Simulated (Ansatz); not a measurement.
TiPd:
```yaml
crystal:
  lattice:
    - [4.55746, 0.00000, 0.00000]
    - [0.00000, 2.78052, 0.00000]
    - [0.00000, 0.00000, 4.87357]
  atoms:
    - { symbol: Ti, position: [0.25000, 0.00000, 0.70405] }
    - { symbol: Ti, position: [0.75000, 0.00000, 0.29595] }
    - { symbol: Pd, position: [0.25000, 0.50000, 0.18748] }
    - { symbol: Pd, position: [0.75000, 0.50000, 0.81252] }
```

Relaxed with r²SCAN. Special points in fractions of this cell's reciprocal vectors: Γ (0.000, 0.000, 0.000); X (0.500, 0.000, 0.000); S (0.500, 0.500, 0.000); Y (0.000, 0.500, 0.000); Z (0.000, 0.000, 0.500); U (0.500, 0.000, 0.500); R (0.500, 0.500, 0.500); T (0.000, 0.500, 0.500).

### Question
List the band energies nearest the Fermi level at these points for plane-wave PAW r²SCAN with spin–orbit coupling (Ansatz code).

### Answer
In eV from the Fermi level; about four levels below and three above (degenerate sets whole), none deeper than 8.9 eV; points with the same levels are listed once.

```tsv
k	below	above
Γ	-0.27 -0.27 -0.08 -0.08	0.21 0.21 0.59 0.59
X	-0.75 -0.75 -0.75 -0.75	0.42 0.42 0.42 0.42
S	-0.56 -0.56 -0.56 -0.56	0.31 0.31 0.31 0.31
Y	-1.36 -1.36 -0.80 -0.80	0.10 0.10 0.38 0.38
Z	-0.45 -0.45 -0.32 -0.32	0.11 0.11 0.29 0.29
U	-0.74 -0.74 -0.74 -0.74	0.86 0.86 0.86 0.86
R	-0.01 -0.01 -0.01 -0.01	0.91 0.91 0.91 0.91
T	-0.44 -0.44 -0.26 -0.26	0.25 0.25 0.34 0.34
```

Space group Pmma. The workflow started from a Materials Project entry (that database holds measured and hypothetical structures alike); the Crystallography Open Database copy checked does not list it. COD files the formula under space group No. 221, so this cell is another polymorph or a model. With Ti and Pd taken as one species the cell has the higher symmetry Cmcm, so it may be an ordered model of a mixed-site phase. Whether it is the stable phase at ambient conditions was not checked. The cell was relaxed with r²SCAN under the symmetry of its start; of distortions, only those at the zone centre were tested. The run is not spin-polarised.

Potentials: the later of the program's two PAW sets.
